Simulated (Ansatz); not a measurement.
**Computed properties of TlBr**

TlBr:
```cif
data_BrTl
_chemical_formula_sum 'Tl1 Br1'
_space_group_name_H-M_alt 'P 1'
_space_group_IT_number 1
_cell_length_a 4.56180
_cell_length_b 4.56180
_cell_length_c 4.29596
_cell_angle_alpha 90.000
_cell_angle_beta 90.000
_cell_angle_gamma 120.000
loop_
_space_group_symop_operation_xyz
  'x, y, z'
loop_
_atom_site_label
_atom_site_type_symbol
_atom_site_fract_x
_atom_site_fract_y
_atom_site_fract_z
_atom_site_occupancy
Tl1 Tl 0.00000 0.00000 0.00000 1
Br1 Br 0.66667 0.33333 0.50000 1
```

Space group P-6m2 (No. 187); conventional cell a = b = 4.562 Å, c = 4.296 Å, α = β = 90.00°, γ = 120.00°.

Method: DFT-PBE+D3(BJ) in the program Ansatz with PAW potentials. The cell and atoms are relaxed at this level. Other levels are named where they apply.

**Cell and energy**

Volume per atom: 38.71 Å³
Density: 6.10 g/cm³
Formation energy from the elements (no fitted shifts): -0.83 eV/atom

**Electronic structure**

Band gap: 2.35 eV (direct)
Valence-band maximum: at A
Conduction-band minimum: at A
Electron effective mass: 0.20, 0.35, 0.35 mₑ (principal values)
Electron effective mass with spin–orbit coupling: 0.44, 0.49, 0.49 mₑ (principal values)
Hole effective mass: 0.32, 0.57, 0.57 mₑ (principal values)
Hole effective mass with spin–orbit coupling: 0.46, 0.59, 0.59 mₑ (principal values)
HSE06 gap on the PBE+D3(BJ) cell: 3.08 eV
Gap with spin–orbit coupling: 1.87 eV

**Dielectric response**

- Electronic dielectric constant ε∞ (DFPT) = 4.21 (xx = yy), 5.22 (zz)
- Static dielectric constant ε0 (ions relaxed, cell fixed) = 13.9 (xx = yy), 64.7 (zz)
- Born charges (a third of the trace) = Tl +1.82, Br -1.82 e
- Largest static χ(2) component = 41 pm/V

**Phonons**

Highest zone-centre frequency (without LO–TO term): 54 cm^-1
Zone-centre stability: no imaginary mode at Γ
Dynamical stability on the path: stable (no imaginary branch)
Zero-point energy: 8.6 meV/atom
Vibrational entropy at 300 K: 65.0 J/(K·mol of atoms)

**Charges**

Bader charges: Tl +0.66, Br -0.66 e

A made-up cell: these elements were put on the sites of a structure type; neither database checked (COD, Materials Project) lists it. COD files the formula under space group No. 221. Its standing as an ambient phase is unchecked. Symmetry was held in the PBE+D3(BJ) relaxation. The references are the lowest solids computed at this level, not always the standard phases. Scalar-relativistic: spin–orbit coupling is off unless named, which matters more the heavier the elements.

Potentials: the later of the program's two PAW sets.
